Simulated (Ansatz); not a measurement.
All numbers below come from Ansatz 0.2.0, DFT PBE, scalar-relativistic, plane waves, PAW. All cells share a 420 eV cutoff and Γ-centred k meshes spaced at most about 0.3 Å⁻¹ (about 0.25 or finer for metals, 2π included). No spin polarisation in the final relaxations.

Temperature and zero-point effects are left out.

Two relaxed structures of BeRhS3:

A.

Space group P4/mmm (No. 123). a = 3.231 Å, b = 3.231 Å, c = 8.759 Å, α = 90.00°, β = 90.00°, γ = 90.00°
| atom | site | symmetry | x | y | z |
| --- | --- | --- | --- | --- | --- |
| Be | 1b | 4/mmm | 0.0000 | 0.0000 | 0.5000 |
| Rh | 1d | 4/mmm | 0.5000 | 0.5000 | 0.5000 |
| S | 2h | 4mm | 0.5000 | 0.5000 | 0.2422 |
| S | 1c | 4/mmm | 0.5000 | 0.5000 | 0.0000 |

B.

Space group P6/mmm (No. 191). a = 5.138 Å, b = 5.138 Å, c = 4.262 Å, α = 90.00°, β = 90.00°, γ = 120.00°
```
atom  site  symmetry       x       y       z
  Be    1b     6/mmm  0.0000  0.0000  0.5000
  Rh    1a     6/mmm  0.0000  0.0000  0.0000
   S    3f       mmm  0.5000  0.0000  0.0000
```

**Question.** Which would you expect to be lower, and how large is the difference?

**Answer.** A is lower, by 0.31 eV/atom. A has space group P4/mmm (No. 123), 18.3 Å³/atom and no gap on its mesh; B has space group P6/mmm (No. 191), 19.5 Å³/atom and no gap. Counting S atoms around Be and Rh (those within 1.25 times the shortest such distance or 1.15 times the sum of covalent radii; the shortest distance is added where it is long for a bond), A has Be 8 from 3.2 Å, Rh 2 and B has Be 12 from 3.3 Å, Rh 6. A holds S–S units of three or more atoms (shortest 2.12 Å); in B the shortest S–S distance is 2.57 Å, near bonding range too. The denser one is the lower, and pressure would at first widen the difference. Even the lower one lies +0.38 eV/atom against the reference forms of the elements (uncorrected), so neither is stable at this level. Both come from invented guesses.

In P4/mmm, P6/mmm an odd number of electrons in the primitive cell allows no gap without spin; a larger cell or a magnetic state could open one. Cells relaxed within their symmetry can be saddle points.
